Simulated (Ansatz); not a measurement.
In2Se3:
```
In2Se3
1.0
   -3.96002     0.00000     0.00000
   -0.00276    -0.00439    -9.61594
   -1.97983    -3.42973     0.00000
In Se
2 3
Cartesian
 -3.96011  -2.28675  -1.86101
 -1.98251  -1.14737  -7.75494
  0.00000   0.00000   0.00000
 -3.96252  -2.29069  -6.42951
 -1.98010  -1.14343  -3.18644
```

r²SCAN+D4 in the plane-wave PAW code Ansatz gives a gap of 0.36 eV without spin–orbit coupling, maximum off the standard path, at k = (0.281, 0.000, 0.141) in fractions of the reciprocal vectors, minimum at Z.

Q: What happens when spin–orbit coupling is switched on?

A: The gap shrinks by 0.01 eV, to 0.35 eV; maximum off the standard path, at k = (0.271, 0.000, 0.135) in fractions of the reciprocal vectors, minimum at Z.

Q: Give the electron effective mass with spin–orbit coupling.

A: 0.15, 0.25, 0.59 mₑ (principal values).

Q: Give the hole effective mass with spin–orbit coupling.

A: 0.29, 2.7, 2.7 mₑ (principal values).

Space group P-3m1 (La2O3 or Ni2Al3 type). The workflow started from a Materials Project entry (that database holds measured and hypothetical structures alike); the Crystallography Open Database copy checked does not list it. COD files the formula under space group No. 160, 166, 169, 170. Its standing as an ambient phase is unchecked. The cell was relaxed with r²SCAN+D4 under the symmetry of its start; its stability against distortions is not shown here.

Potentials: the earlier of the program's two PAW sets. The files were generated under PBE; for other functionals the program regenerates the frozen cores, and for LDA and PBEsol the local potential too.
